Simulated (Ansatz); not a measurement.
Theory: DFT PBE, scalar-relativistic, plane waves, PAW in Ansatz. All cells share a 420 eV cutoff and Γ-centred k meshes spaced at most about 0.3 Å⁻¹ (about 0.25 or finer for metals, 2π included). Collinear spin in cells that started with moments and kept them past the coarse steps, no spin elsewhere.

All energies are static (0 K, no zero-point motion).

Two relaxed structures of WBr₂F₂:

1. (site moments W 1.1 μB)

```
CELL_PARAMETERS angstrom
3.71589 0.00000 0.00000
-1.85794 3.21805 0.00000
0.00000 0.00000 8.25131
ATOMIC_POSITIONS crystal
W 0.00000 0.00000 0.50000
Br 0.33333 0.66667 0.78646
Br 0.66667 0.33333 0.21354
F 0.33333 0.66667 0.44423
F 0.66667 0.33333 0.55577
```

2. (site moments F -0.5 (×2) μB)

```
CELL_PARAMETERS angstrom
-1.58803 1.58803 7.60436
1.58803 -1.58803 7.60436
1.58803 1.58803 -7.60436
ATOMIC_POSITIONS crystal
W 0.00000 0.00000 0.00000
Br 0.39455 0.39455 0.00000
Br 0.60545 0.60545 0.00000
F 0.75000 0.25000 0.50000
F 0.25000 0.75000 0.50000
```

Question: Which form is favoured at zero pressure, and by what margin per atom?

Answer: Cell 1 is lower, by 0.63 eV/atom. Cell 1 has space group P-3m1 (No. 164), 19.7 Å³/atom and no gap on its mesh; cell 2 has space group I4/mmm (No. 139), 15.3 Å³/atom and no gap. Counting Br or F atoms around W (for each partner element, those within 1.25 times its shortest distance or 1.15 times the sum of covalent radii, where it is the nearest in units of that sum or under 1.3), cell 1 has W 12 and cell 2 has W 8. In cell 1, W has 6 F at 2.19 Å and 6 Br at 3.19 Å; around Br lie 4 F at 2.82–2.87 Å and 3 W at 3.19 Å; F has 3 W at 2.19 Å, 3 F at 2.33 Å and 4 Br at 2.82–2.87 Å. In cell 2, W is surrounded by 8 Br at 2.76 Å and 4 W at 3.18 Å; Br has 4 F at 2.71 Å, 4 W at 2.76 Å and 5 Br at 3.18–3.21 Å; around F lie 4 F at 2.25 Å and 4 Br at 2.71 Å (long contacts). Both come from invented guesses.

Weakly bound directions are ill-defined at this level, which has no dispersion term (P-3m1, I4/mmm), and this can change margins and order among such cells. These runs have no spin–orbit coupling, which can matter for W. Another magnetic order may lie lower. Cells relaxed within their symmetry can be saddle points.
